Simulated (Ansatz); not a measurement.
TeAs: a vibration from a frozen displacement

Method: DFT PBEsol+D3(BJ), scalar-relativistic, plane waves, PAW (Ansatz). Settings: plane waves to 420 eV, k-mesh 10×10×10 (Γ-centred), Gaussian smearing 0.15 eV. Spin–orbit coupling is left out, which matters for the heavy elements here. No spin polarisation. Energies are free energies at this smearing, counted from the undisturbed cell; pressure is positive in compression.

Reference structure (relaxed at this level; with this scan's settings it stands at -0.2 GPa; it needn't be the usual structure):

```
Te As
1.0
     5.77488    0.00000    0.00000
     0.00000   -5.77488    0.00000
     0.00000    0.00000   -5.77488
Te As
4 4
Direct
  0.50000 0.00000 0.00000
  0.00000 0.50000 0.00000
  0.00000 0.00000 0.50000
  0.50000 0.50000 0.50000
  0.00000 0.00000 0.00000
  0.50000 0.50000 0.00000
  0.50000 0.00000 0.50000
  0.00000 0.50000 0.50000
```

Atom 1 (Te) is moved by x along the Cartesian unit vector (1.000, 0.000, 0.000); the cell and all other atoms stay fixed. The cell's volume is 192.59 Å³; the moved atoms weigh 127.600 u together and the others 682.486 u.

| x (Å) | ΔE (meV/cell) | total force on the moved atoms along the move (eV/Å) | pressure (GPa) |
| --- | --- | --- | --- |
| -0.1000 | 16.63 | 0.3390 | -0.0958 |
| -0.0333 | 1.81 | 0.1090 | -0.1791 |
| 0.0000 | 0.00 | 0.0000 | -0.1896 |
| 0.0667 | 7.31 | -0.2214 | -0.1478 |

Task: What frequency belongs to this motion?

Result: The force constant is k = −dF/dx = 3.289 eV/Å², from the parabola through x = -0.0333, 0 and 0.0667. In every cell the moved atoms swing against the rest, so the mass is μ = m₁m₂/(m₁ + m₂) = 107.501 u, and ν̃ = 521.5 cm⁻¹ × √(|k|/μ) = 91 cm⁻¹. The pattern needn't be a normal mode: ν̃² is then a weighted mean of the squared nonzero frequencies at the zone centre of this cell, so it lies between the lowest and the highest of them.

Task: How far does the harmonic law reach?

Result: At x = -0.100 Å, kx²/2 = 16.44 meV against the computed 16.63 meV (+1.1 %): the well is still close to harmonic there.

In a metal these slopes depend on the k mesh and the smearing.

Cost: 4 runs of about 7.7 core-minutes in all, on Intel Xeon Platinum 8259CL (Skylake/Cascade Lake) (shared hosts).